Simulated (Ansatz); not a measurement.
KTaO$_{3}$:
```cif
data_KO3Ta
_chemical_formula_sum 'K1 Ta1 O3'
_space_group_name_H-M_alt 'Pm-3m'
_space_group_IT_number 221
_space_group_name_Hall '-P 4 2 3'
_cell_length_a 3.99013
_cell_length_b 3.99013
_cell_length_c 3.99013
_cell_angle_alpha 90.000
_cell_angle_beta 90.000
_cell_angle_gamma 90.000
loop_
_atom_site_label
_atom_site_type_symbol
_atom_site_symmetry_multiplicity
_atom_site_Wyckoff_symbol
_atom_site_fract_x
_atom_site_fract_y
_atom_site_fract_z
_atom_site_occupancy
K1 K 1 a 0.00000 0.00000 0.00000 1
Ta1 Ta 1 b 0.50000 0.50000 0.50000 1
O1 O 3 c 0.00000 0.50000 0.50000 1
```

Relaxed with r²SCAN. r²SCAN (plane waves, PAW; program Ansatz) gives a gap of 2.63 eV.

What gap does HSE06 give on the same cell (Ansatz, PAW)?

3.57 eV, 0.94 eV more. The hybrid was solved on a coarser mesh and at special points; its gap is the smallest among all of these.

| k | v1 r²SCAN | c1 r²SCAN | v1 HSE06 | c1 HSE06 |
|---|---|---|---|---|
| Γ | -0.64 | 2.63 | -0.65 | 3.57 |
| R | 0.00 | 6.92 | (withheld) | (withheld) |
| M | -0.04 | 5.48 | (withheld) | (withheld) |
| X | -0.87 | 2.78 | (withheld) | (withheld) |

Top valence (v1) and lowest conduction level (c1) in eV from each method's valence maximum (which need not be a listed point): supply the withheld HSE06 values.


- R, v1 HSE06: 0.00
- R, c1 HSE06: 8.25
- X, v1 HSE06: -0.90
- X, c1 HSE06: 3.73
- M, v1 HSE06: -0.04
- M, c1 HSE06: 6.65

Cost on shared cores: the r²SCAN run (SCF on a 7×7×7 mesh, then bands and DOS) around 30 core-seconds (rough), the HSE06 run (SCF on 4×4×4, then a few points) very roughly 80 core-seconds; the tasks are unlike.

The cell was relaxed with r²SCAN under the symmetry of its start. The run is not spin-polarised. Scalar-relativistic: spin–orbit coupling is off unless named, which matters more the heavier the elements.

Potentials: the later of the program's two PAW sets.
